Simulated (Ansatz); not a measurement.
Relaxed candidate structures of Ni:

A. Fm-3m (No. 225), cF4, fcc (Cu type); a = 3.4628 Å, b = 3.4628 Å, c = 3.4628 Å, α = 90.00°, β = 90.00°, γ = 90.00°; Ni 4a (0.000, 0.000, 0.000); ferromagnetic

B. P6/mmm (No. 191), hP3; a = b = 3.9278 Å, c = 2.3776 Å, α = β = 90.00°, γ = 120.00°; Ni 1a (0.000, 0.000, 0.000); Ni 2d (0.333, 0.667, 0.500); ferromagnetic

C. P6₃/mmc (No. 194), hP2, hcp (Mg type); a = 2.4468 Å, b = 2.4468 Å, c = 4.0174 Å, α = 90.00°, β = 90.00°, γ = 120.00°; Ni 2c (0.333, 0.667, 0.250); ferromagnetic

D. Fm-3m (No. 225), cF12; a = 5.287 Å, b = 5.287 Å, c = 5.287 Å, α = 90.00°, β = 90.00°, γ = 90.00°; Ni 8c (0.250, 0.250, 0.250); Ni 4a (0.000, 0.000, 0.000); ferromagnetic

E. P6/mmm (No. 191), hP1, AFLOW prototype A_hP1_191_a (A_f, as in Sn); a = b = 2.3716 Å, c = 2.3074 Å, α = β = 90.00°, γ = 120.00°; Ni 1a (0.000, 0.000, 0.000); ferromagnetic

F. Pm-3m (No. 221), cP1, simple cubic type; a = 2.2891 Å, b = 2.2891 Å, c = 2.2891 Å, α = 90.00°, β = 90.00°, γ = 90.00°; Ni 1a (0.000, 0.000, 0.000); ferromagnetic

Put the candidates in order of energy per atom, lowest first, for PBEsol (plane waves to 420 eV, PAW, scalar-relativistic; Ansatz, a quantum-chemistry and plane-wave program).

A (reference, the lowest among the structures calculated here), C (+0.03 eV/atom), B (+0.14 eV/atom), E (+0.45 eV/atom), D (+0.56 eV/atom), F (+0.77 eV/atom)

Probably no minimum, since a slightly shaken restart fell lower: P6/mmm, hP1, AFLOW prototype A_hP1_191_a (A_f, as in Sn), ferromagnetic (by 0.45 eV/atom, to Fm-3m); Pm-3m, cP1, simple cubic type, ferromagnetic (by 0.77 eV/atom, to Fm-3m). 4 runs with a doubtful electronic state, a coarser numerical grid, an end not at rest or a source that can't be used are left out. Each run could gain symmetry but not lose that of its start, so entries can be saddle points. From databases, or of a type measured for this composition: Fm-3m, cF4, fcc (Cu type), ferromagnetic; P6₃/mmc, hP2, hcp (Mg type), ferromagnetic; the others are generated cells (placed on structure types, drawn at random, substituted or restacked) that were not matched to a known phase here. Each structure is listed in the lowest spin state found for it. Energies are at zero temperature and pressure, without zero-point motion. Spin states reached: ferromagnetic; spin orders were not searched systematically.
